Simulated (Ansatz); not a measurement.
**Question.** ZnInGaO4 in space group R3m (No. 160; Pearson symbol hR7) is relaxed with the program Ansatz at the LDA level (PAW). What lattice parameters of the conventional cell result?

**Answer.** a = 3.278 Å, c = 25.484 Å.

**Question.** Give the free coordinates with the occupied sites.

**Answer.** In one choice of origin and axes:

| atom | site | symmetry | x | y | z |
|---|---|---|---|---|---|
| Zn | 3a | 3m | 0.0000 | 0.0000 | 0.2187 |
| In | 3a | 3m | 0.0000 | 0.0000 | 0.0028 |
| Ga | 3a | 3m | 0.0000 | 0.0000 | 0.7872 |
| O | 3a | 3m | 0.0000 | 0.0000 | 0.2949 |
| O | 3a | 3m | 0.0000 | 0.0000 | 0.7113 |
| O | 3a | 3m | 0.0000 | 0.0000 | 0.1212 |
| O | 3a | 3m | 0.0000 | 0.0000 | 0.8639 |

**Question.** Is it a metal or does it have a gap at this level?

**Answer.** A gap of 1.32 eV, direct.

Symmetry was held in the LDA relaxation. Scalar-relativistic: spin–orbit coupling is off unless named, which matters more the heavier the elements.

Potentials: the later of the program's two PAW sets.
